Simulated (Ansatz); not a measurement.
## Rb₃AsF₆: computed property card

Rb3AsF6:
```cif
data_AsF6Rb3
_chemical_formula_sum 'Rb3 As1 F6'
_space_group_name_H-M_alt 'P 1'
_space_group_IT_number 1
_cell_length_a 6.58764
_cell_length_b 6.58764
_cell_length_c 6.58764
_cell_angle_alpha 60.000
_cell_angle_beta 60.000
_cell_angle_gamma 60.000
loop_
_space_group_symop_operation_xyz
  'x, y, z'
loop_
_atom_site_label
_atom_site_type_symbol
_atom_site_fract_x
_atom_site_fract_y
_atom_site_fract_z
_atom_site_occupancy
Rb1 Rb 0.75000 0.75000 0.75000 1
Rb2 Rb 0.25000 0.25000 0.25000 1
Rb3 Rb 0.50000 0.50000 0.50000 1
As1 As 0.00000 0.00000 0.00000 1
F1 F 0.78025 0.21975 0.21975 1
F2 F 0.21975 0.78025 0.78025 1
F3 F 0.21975 0.78025 0.21975 1
F4 F 0.78025 0.21975 0.78025 1
F5 F 0.21975 0.21975 0.78025 1
F6 F 0.78025 0.78025 0.21975 1
```

Space group Fm-3m (No. 225); conventional cell a = 9.3163 Å, b = 9.3163 Å, c = 9.3163 Å, α = 90.00°, β = 90.00°, γ = 90.00°.

Method: the program Ansatz at the r²SCAN level (PAW). Structure relaxed to zero pressure with the same functional. Other levels are named where they apply.

Cell and energy:

| Item | Result |
|---|---|
| Volume per atom | 20.22 Å³ |
| Density | 3.66 g/cm³ |

Electronic structure:

| Item | Value |
|---|---|
| Band gap | 4.59 eV (indirect) |
| Valence-band maximum | at L |
| Conduction-band minimum | at Γ |
| Smallest direct gap on the standard path | 4.80 eV |
| Electron effective mass | 2.2 mₑ (isotropic) |
| Electron effective mass with spin–orbit coupling | 2.3 mₑ (isotropic) |
| Hole effective mass | 1.2, 1.8, 1.8 mₑ (principal values) |
| Hole effective mass with spin–orbit coupling | 1.2, 1.8, 1.8 mₑ (principal values) |
| HSE06 gap on the r²SCAN cell | 5.40 eV |
| Gap with spin–orbit coupling | 4.59 eV |

Mechanics:

| Item | Result |
|---|---|
| Bulk modulus (Birch–Murnaghan fit) | 35.2 GPa |
| Pressure derivative B′ | 5.6 |

Charges:

| Property | Result |
|---|---|
| Bader charges | Rb +0.89 to +0.93, As +2.03, F -0.79 e |

The workflow started from a Materials Project entry (that database holds measured and hypothetical structures alike); the Crystallography Open Database copy checked does not list it. Its standing as an ambient phase is unchecked. The r²SCAN relaxation kept the symmetry of its start; whether a distortion lowers the energy is not shown. Spin–orbit coupling is left out wherever it is not named.

Potentials: the later of the program's two PAW sets.
